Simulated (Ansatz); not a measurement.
Profile along the Ga–H line in SrGaSnH (space group P3m1)

SrGaSnH (space group P3m1)

```yaml
crystal:
  lattice:
    - [4.44749, 0.00000, 0.00000]
    - [-2.22375, 3.85164, 0.00000]
    - [0.00000, 0.00000, 5.16386]
  atoms:
    - { symbol: Sr, position: [0.00000, 0.00000, 0.00245] }
    - { symbol: Ga, position: [0.66667, 0.33333, 0.59959] }
    - { symbol: Sn, position: [0.33333, 0.66667, 0.45552] }
    - { symbol: H, position: [0.66667, 0.33333, 0.93173] }
```

Fields along a shortest Ga–H line of a (1 -1 0 0) plane (1.72 Å), from Ga to H, interpolated on the slice's grid (step about 0.2 Å). Level of theory: r2SCAN (plane waves to 500 eV, PAW, scalar-relativistic; Ansatz, an electronic-structure program). k mesh 9×9×7. These are valence fields of a PAW run, semicore shells included where kept as valence: close to a nucleus they are smooth pseudo fields. SrGaSnH was relaxed with its symmetry unable to fall.

```csv
distance from Ga (Å),valence electron density (e/Å³),electron localisation function
0.00,52.57,x
0.09,48.40,x
0.17,37.81,x
0.26,25.18,x
0.34,14.61,-0.03
0.43,7.67,0.05
0.52,3.82,0.13
0.60,1.98,0.15
0.69,1.17,0.17
0.77,0.81,0.21
0.86,0.65,0.29
0.95,0.58,0.40
1.03,0.57,0.55
1.12,0.60,0.71
1.20,0.68,0.86
1.29,0.80,0.97
1.38,0.98,1.00
1.46,1.23,x
1.55,1.53,x
1.63,1.81,x
1.72,1.91,x
```

x: too close to a nucleus for the ELF to mean much.

Density on the Ga–H line (1.72 Å) at its density minimum, 1.0 Å from Ga: 0.57 e/Å³. ELF at that point: 0.5. Character of the Ga–H contact (rough rule: ELF there above 0.7 covalent, below 0.2 ionic, polar between): polar, between covalent and ionic.
